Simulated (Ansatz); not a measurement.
The elements of this relaxed trial crystal are hidden behind letters.

```
lattice vectors (Å)
   4.2954    0.0000    0.0000
  -2.1477    3.7200    0.0000
   0.0000    0.0000    5.4552
fractional positions
X 0.3333 0.6667 0.2361
X 0.3333 0.6667 0.7639
X 0.6667 0.3333 0.0000
X 0.0000 0.0000 0.5000
Z 0.6667 0.3333 0.5000
```

Theory: DFT PBE, scalar-relativistic, plane waves, PAW in Ansatz. The final run on the 5-atom cell used 420 eV, a Γ-centred 12×12×8 mesh, 0.10 eV smearing and no spin polarisation.

```
Space group                                : P-6m2 (No. 187)
Conventional cell                          : a = 4.295 Å, c = 5.455 Å
Volume per atom                            : 17.43 Å³
Density                                    : 5.77 g/cm³
Energy over the elements                   : −0.30 eV/atom
Gap on the 12×12×8 mesh of the 5-atom cell : 0 eV (a metal)
```

Energies are uncorrected and count from the elements' standard states at the same level.

Question: X is a p-block element of period 3 and Z is a d-block element of period 6. Which elements are they?

Answer: X = Al, Z = Pt, so the formula is Al4Pt. Density times volume gives a mean mass of 5.77 × 17.43/1.6605 = 60.6 u per atom, and this set has 60.6 u. Al on a site of symmetry 3m is surrounded by 1 Al at 2.58 Å, 7 Al at 2.79–2.88 Å and 3 Pt at 2.87 Å; around Al on a site of symmetry -6m2 lie 2 Pt at 2.73 Å and 6 Al at 2.79 Å; Pt has 3 Al at 2.48 Å and 8 Al at 2.73–2.87 Å; 1 more site not described. Other sets within the hints have nearly the same mass, so mass alone doesn't settle it; this one was computed.

Spin–orbit coupling, which can matter for Pt, is left out. A structure relaxed within its symmetry needn't be a true minimum.
